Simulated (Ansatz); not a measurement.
MgCu3H (anti-perovskite, Pm-3m) at seven volumes, PBE in the plane-wave PAW code Ansatz, scaled uniformly. One row is withheld.

| V (Å³/atom) | P (GPa) |
|---|---|
| 10.312 | ? |
| 10.652 | 7.31 |
| 10.992 | 3.34 |
| 11.332 | 0.00 |
| 11.672 | -2.83 |
| 12.011 | -5.22 |
| 12.351 | -7.24 |

Task: Fit the shown pressures and predict the withheld one.

Result: Third-order Birch–Murnaghan: P = (3/2)B₀(x^(7/2) − x^(5/2))[1 + (3/4)(B′ − 4)(x − 1)] with x = (V₀/V)^(2/3). Least squares on the six rows gives V₀ = 11.332 Å³/atom, B₀ = 102.4 GPa, B′ = 4.60. At V = 10.312, x = 1.0649 and P = 12.01 GPa. The run itself gave 12.01 GPa.

The start of the workflow was typed in or built on a structure type; neither database checked (COD, Materials Project) lists it. Whether it is the stable phase at ambient conditions was not checked. Symmetry was held in the PBE relaxation; its stability against distortions is not shown here. The run is not spin-polarised.

Potentials: the earlier of the program's two PAW sets.
